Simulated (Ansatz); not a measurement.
The relaxed structure here is a generated cell of YCl: the first start was made by placing the elements on the sites of a structure type, and the end was not matched to a known phase here, so it may be hypothetical.

A relaxed cell of YCl (P2₁3 (No. 198)), relaxed on a k-mesh at least as fine as the one used below. All values below come from PBE (plane waves to 420 eV, PAW, scalar-relativistic; Ansatz, a program for electronic structure). Γ-centred k-mesh 4×4×4 on the run's cell (coarser than for final values), Fermi–Dirac smearing 0.05 eV.

```yaml
crystal:
  lattice:
    - [5.96639, 0.00000, 0.00000]
    - [0.00000, 5.96639, 0.00000]
    - [0.00000, 0.00000, 5.96639]
  atoms:
    - { symbol: Y, position: [0.82848, 0.82848, 0.82848] }
    - { symbol: Y, position: [0.32848, 0.67152, 0.17152] }
    - { symbol: Y, position: [0.17152, 0.32848, 0.67152] }
    - { symbol: Y, position: [0.67152, 0.17152, 0.32848] }
    - { symbol: Cl, position: [0.08789, 0.08789, 0.08789] }
    - { symbol: Cl, position: [0.58789, 0.41211, 0.91211] }
    - { symbol: Cl, position: [0.91211, 0.58789, 0.41211] }
    - { symbol: Cl, position: [0.41211, 0.91211, 0.58789] }
```

Every atom was then displaced, and the forces became (eV/Å):

```csv
atom,Fx,Fy,Fz
Y1,-0.78,-0.34,0.08
Y2,0.36,-0.08,-0.22
Y3,1.40,-0.36,0.38
Y4,-0.51,-0.14,-0.12
Cl5,0.21,-0.02,0.19
Cl6,-0.27,0.23,0.20
Cl7,-0.40,0.61,-0.56
Cl8,-0.02,0.09,0.05
```

Problem. Which atom was moved farthest relative to the others, and in which direction?

Solution. Y3, by (-0.26, 0.00, 0.03) Å (0.26 Å, mean shift removed); the next is Cl6 with 0.16 Å. Its force makes an angle of 154° with its move.

All displacements (Å):

| atom | ux | uy | uz |
|---|---|---|---|
| Y1 | 0.147 | 0.023 | -0.027 |
| Y2 | 0.032 | -0.084 | -0.007 |
| Y3 | -0.229 | -0.027 | 0.009 |
| Y4 | 0.047 | -0.036 | -0.004 |
| Cl5 | 0.020 | 0.068 | -0.021 |
| Cl6 | 0.176 | -0.064 | -0.082 |
| Cl7 | 0.016 | -0.067 | 0.011 |
| Cl8 | 0.008 | -0.048 | -0.056 |

Problem. Estimate the energy cost of the displacement in the harmonic approximation and compare with the calculation.

Solution. For a harmonic well ΔE = −½ Σ F·u = 0.287 eV a cell, or 36 meV/atom. The calculated energy relative to the undisplaced cell is +0.04 eV/atom, so the harmonic estimate holds well.

No spin polarisation in the result. No Hubbard U is applied.

The run that gave the undisplaced cell could not lose the symmetry of its start; a randomly shaken copy of 8 atoms returns to this structure.
